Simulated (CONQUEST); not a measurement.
Band structure of Al (Fm-3m, 4 atoms in the cell; from Materials Project mp-134).

```
Al
1.0
    4.03893     0.00000     0.00000
    0.00000     4.03893     0.00000
    0.00000     0.00000     4.03893
Al
4
Direct
  0.00000   0.00000   0.00000
  0.00000   0.50000   0.50000
  0.50000   0.00000   0.50000
  0.50000   0.50000   0.00000
```

Computed with PBE, numerical atomic orbitals double-zeta with polarisation (the shipped basis), PseudoDojo norm-conserving potentials made for PBE run with CONQUEST.

Settings: basis = DZP; Diag.MPMeshX, Y, Z = 6 6 6; potentials = PseudoDojo norm-conserving PBE; Grid.GridCutoff = 70 Ha; DM.SolutionMethod = diagon; Diag.kT = 0.001837 Ha; Diag.GammaCentred = true; minE.SCTolerance = 1.0e-06; SC.MaxIters = 100; SC.LinearMixingFactor = 0.3; SC.KerkerPreCondition = true; SC.KerkerFactor = 0.3 1/bohr; AtomMove.TypeOfRun = static.

The program uses no crystal symmetry, so grid and mesh can part values that symmetry would make equal. The atom-centred basis is finite, which shifts total energies and pressures against plane waves. The structure comes from a collection of computed structures, made at another level of theory; the collection holds predicted forms beside known ones. No clean gap shows at this smearing width and mesh (spacing up to 0.26 Å⁻¹); the mesh is coarse for partly filled bands, so the values carry mesh errors.

Points are given in units of this cell's reciprocal vectors. Levels in eV from the Fermi level, bands 3 to 8:
```tsv
point	3	4	5	6	7	8
Γ (0 0 0)	-2.76	-2.76	-1.39	-1.39	-1.39	5.42
X (0 0.5 0)	-0.69	-0.69	-0.69	-0.69	0.32	0.32
M (0.5 0.5 0)	-6.49	-6.49	1.41	1.41	1.41	1.41
R (0.5 0.5 0.5)	-4.46	-4.46	-4.09	-4.09	-4.09	-4.09
```

4 bands cross the Fermi level along this path, so the cell has no gap at this level.

Higher empty bands are left out: an atom-centred basis made for the valence describes them poorly.

The labels belong to the zone of the cell as typed, which is larger than the primitive one, so the bands are folded: a gap that looks direct here can be indirect in the primitive zone.
